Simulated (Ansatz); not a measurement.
AlN in space group P6_3mc (No. 186; Al on 2a, Al on 2b, N on 2a, N on 2b), plane-wave PAW LDA (Ansatz code). The conduction-band minimum lies at M, with 3 equivalent valleys. Second derivatives d²E/dk² of the lowest band at one valley (eV·Å²), along Cartesian directions:

```csv
direction,d²E/dk²
[100],19.03
[010],14.94
[001],17.90
[110],16.99
[101],18.47
[011],16.42
```

Question: Find the principal effective masses, the density-of-states mass and the conductivity mass.

Answer: Off-diagonal terms follow from H_xy = H[110] − (H_xx + H_yy)/2, and m*/mₑ = 7.620 eV·Å² over each eigenvalue: 0.40, 0.43, 0.51. One valley's DOS mass (m₁m₂m₃)^(1/3) = 0.44, conductivity mass 3/(Σ 1/mᵢ) = 0.44 mₑ.

Question: What effective density of states Nc follows at 300 K for parabolic valleys?

Answer: Nc = 2.509e19 × 3 × (0.44)^(3/2) ≈ 2.2e19 cm⁻³.

Question: With the computed static dielectric constant 8.44 (mean of the diagonal), estimate a hydrogenic donor's binding energy and radius.

Answer: E = 13.606 eV × 0.44/8.44² ≈ 84 meV; a = 0.529 Å × ε/m* ≈ 10 Å. Semilocal masses tend to be too small where the gap is.

The cell is a constructed one: a structure type filled with these elements. Its sites differ from those of the usual phase in this space group: another stacking or structure type. The cell was relaxed with LDA under the symmetry of its start; phonons on a q-mesh show no instability.

Potentials: the later of the program's two PAW sets.
